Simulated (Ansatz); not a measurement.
Relaxation of a relaxed Ni cell, doubled along one cell vector, shaken by Gaussian noise of σ = 0.08 Å a coordinate; 2 atoms in the cell, which starts as P-1 (No. 2), aP2; a = b = 2.4880 Å, c = 4.3093 Å, α = β = 73.22°, γ = 60.00°. These are PBE (plane waves to 420 eV, PAW, scalar-relativistic; Ansatz, an electronic-structure program) values and carry that method's errors. Γ-centred k-mesh 16×16×8 on the run's cell (coarser than for final values), Fermi–Dirac smearing 0.05 eV. This is the first round of the run. Spin-polarised start, with parallel moments on Ni.

The optimiser's lines from the output (shortened; P is positive under compression):

```
relax step   1: F+E_penalty+E_count = -11679.37492803 eV  Δ(F+E_penalty+E_count) = +0.000e0 eV  max|allowed force component| = 7.586e-1 eV/Å  Δτ_max = 0.0000 Å  P = +1.631 GPa  Ω = 21.780 Å³  (14 SCF iters, dr2 threshold 1.00e-7 eV, accepted)
relax step   2: F+E_penalty+E_count = -11679.41362724 eV  Δ(F+E_penalty+E_count) = -3.870e-2 eV  max|allowed force component| = 5.228e-1 eV/Å  Δτ_max = 0.0286 Å  P = +0.948 GPa  Ω = 21.757 Å³  (9 SCF iters, dr2 threshold 2.00e-7 eV, accepted)
relax step   3: F+E_penalty+E_count = -11679.45505312 eV  Δ(F+E_penalty+E_count) = -4.143e-2 eV  max|allowed force component| = 5.763e-3 eV/Å  Δτ_max = 0.0807 Å  P = -0.039 GPa  Ω = 21.768 Å³  (9 SCF iters, dr2 threshold 2.00e-7 eV, accepted)
relax step   4: F+E_penalty+E_count = -11679.45525373 eV  Δ(F+E_penalty+E_count) = -2.006e-4 eV  max|allowed force component| = 2.414e-4 eV/Å  Δτ_max = 0.0016 Å  P = +0.006 GPa  Ω = 21.763 Å³  (5 SCF iters, dr2 threshold 2.00e-7 eV, accepted)
relax step   5: F+E_penalty+E_count = -11679.45525858 eV  Δ(F+E_penalty+E_count) = -4.849e-6 eV  max|allowed force component| = 1.412e-4 eV/Å  Δτ_max = 0.0000 Å  P = -0.003 GPa  Ω = 21.764 Å³  (5 SCF iters, dr2 threshold 2.59e-8 eV, accepted)
relax step   6: F+E_penalty+E_count = -11679.45525769 eV  Δ(F+E_penalty+E_count) = +8.958e-7 eV  max|allowed force component| = 1.340e-4 eV/Å  Δτ_max = 0.0000 Å  P = -0.007 GPa  Ω = 21.764 Å³  stress off target by 8.58e-3 GPa  SCF on the basis re-selected at this cell (its energy is not comparable with the rows above)  (7 SCF iters)
```

From the first to the last row the energy changes by -0.04 eV/atom and the volume by -0.1 %. The last row is marked as not comparable with the walk above it, whose basis was carried along; it does compare with step 1, since both stand on a basis selected at the nominal cutoff for their own cell.

Later rounds, restarted from the end of this one on a renewed k-mesh, logged 4 more steps and released under 0.01 eV/atom more. The final structure after all rounds: Fm-3m (No. 225), cF4, fcc (Cu type); a = 3.518 Å, b = 3.518 Å, c = 3.518 Å, α = 90.00°, β = 90.00°, γ = 90.00°. Spin state reached: ferromagnetic (net 0.63 μB/atom), from parallel starting moments; other spin orders were not run from this start.

The run could not lose the symmetry of its start.
